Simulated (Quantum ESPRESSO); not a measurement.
Parts of the isotropic shielding in MgF₂, by GIPAW with PBE in a modified build of Quantum ESPRESSO, on JTH PAW datasets, 22.5 Ha, k-mesh 3×3×5 shifted:

```
CELL_PARAMETERS angstrom
      4.56905     0.00000     0.00000
      0.00000     4.56905     0.00000
      0.00000     0.00000     3.10874
ATOMIC_POSITIONS crystal
  Mg 0.50000 0.50000 0.50000
  Mg 0.00000 0.00000 0.00000
  F  0.69644 0.69644 0.00000
  F  0.30356 0.30356 0.00000
  F  0.80356 0.19644 0.50000
  F  0.19644 0.80356 0.50000
```
The cell was made here from a computed Materials Project entry: strained by +2 % along the unique axis and by -1 % across it, atoms relaxed (PBE without dispersion, pw.x of Quantum ESPRESSO, symmetry kept). The parent is MgF2 in P4₂/mnm. Stability against distortions was not tested.

The core term is that of the free atom's frozen core; the paramagnetic column sums the reconstruction terms. These are absolute shieldings with no macroscopic susceptibility term; δ = σ_ref − σ needs a reference computed alike. By our sweeps, such settings leave a few ppm in absolute σ. The datasets of Mg hold no d projectors, which limits absolute σ on these atoms. Static lattice: thermal averaging is not included.

```tsv
site	core	bare (smooth current)	diamagnetic correction	paramagnetic corrections	σ_iso (ppm)
Mg (atoms 1, 2)	412.8	22.7	250.3	(withheld)	(withheld)
F (atoms 3, 4, 5, 6)	306.4	96.4	51.2	(withheld)	(withheld)
```

**Question.** What belongs in the gaps?

**Answer.** 
- Mg (atoms 1, 2), paramagnetic corrections: -128.4
- Mg (atoms 1, 2), σ_iso (ppm): 557.4
- F (atoms 3, 4, 5, 6), paramagnetic corrections: -100.4
- F (atoms 3, 4, 5, 6), σ_iso (ppm): 353.7
